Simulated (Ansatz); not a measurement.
The cell below belongs to a search over invented structures; it isn't taken from experiment.

Input and command of a plane-wave DFT calculation in Ansatz:

```yaml
crystal:
  lattice:
    - [0.0, 3.9859769618, 3.9859769618]
    - [3.9859769618, 0.0, 3.9859769618]
    - [3.9859769618, 3.9859769618, 0.0]
  atoms:
    - { symbol: Ge, position: [0.0, 0.0, 0.0] }
    - { symbol: Ir, position: [0.5, 0.5, 0.5] }
    - { symbol: F, position: [0.7604891378, 0.2395108622, 0.2395108622] }
    - { symbol: F, position: [0.2395108622, 0.7604891378, 0.7604891378] }
    - { symbol: F, position: [0.2395108622, 0.7604891378, 0.2395108622] }
    - { symbol: F, position: [0.7604891378, 0.2395108622, 0.7604891378] }
    - { symbol: F, position: [0.2395108622, 0.2395108622, 0.7604891378] }
    - { symbol: F, position: [0.7604891378, 0.7604891378, 0.2395108622] }
basis:
  ecutwfc: 420
kpoints:
  mp_grid: { grid: [8, 8, 8] }
hamiltonian:
  xc: pbe
scf:
  occupations: { method: gaussian, width: 0.1 }
output:
  forces: true
  stress: true
  eigenvalues: true
  write_density: true
  write_potential: true
  elf: true
  volumetric_format: npy
relax:
  adjacent_minimum: "off"
  f_tol: 0.01
  max_steps: 80
  cell: { stress_tol: 0.05 }
```

```bash
ansatz run input.yaml --threads 1 --pin off --max-ram 2560MiB --backend cpu --events-out ev --progress --plain --runs-dir out
```

Processor: Intel(R) Xeon(R) Processor @ 2.50GHz (Skylake/Cascade Lake), 1 thread, on a host shared with other jobs.

Q: Estimate time, memory and problem size.

A: About 62 s, peak memory 0.5 GiB. It solves 45 bands at 29 k points (after reduction by symmetry) with about 2445 plane waves (on the last cell), in 18 SCF iterations over 3 ionic steps.
